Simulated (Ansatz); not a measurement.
Data:

InP:
```cif
data_In2P2
_chemical_formula_sum 'In2 P2'
_space_group_name_H-M_alt 'P 1'
_space_group_IT_number 1
_cell_length_a 3.94712
_cell_length_b 3.94712
_cell_length_c 6.97360
_cell_angle_alpha 90.000
_cell_angle_beta 90.000
_cell_angle_gamma 90.000
loop_
_space_group_symop_operation_xyz
  'x, y, z'
loop_
_atom_site_label
_atom_site_type_symbol
_atom_site_fract_x
_atom_site_fract_y
_atom_site_fract_z
_atom_site_occupancy
In1 In 0.00000 0.50000 0.00000 1
In2 In 0.50000 0.00000 0.50000 1
P1 P 0.00000 0.00000 0.25000 1
P2 P 0.00000 0.00000 0.75000 1
```

This is the PBE-relaxed structure.

### Question
All from plane-wave PAW PBE (Ansatz code), unless another level is named. Give the electronic character.

### Answer
metallic (no gap).

### Question
What about the formation energy from the elements (no fitted shifts)?

### Answer
274 meV/atom.

### Question
What about the density of states at the Fermi level?

### Answer
0.53 states/eV per atom (mean over ±0.08 eV).

Space group P4_2/mmc. The cell is a constructed one: a structure type filled with these elements; neither database checked (COD, Materials Project) lists it. It is not the phase usual at ambient conditions (space group No. 216). The cell was relaxed with PBE under the symmetry of its start; its stability against distortions is not shown here. The references are the lowest solids computed at this level, not always the standard phases. Spin–orbit coupling is left out wherever it is not named.

Potentials: the later of the program's two PAW sets.
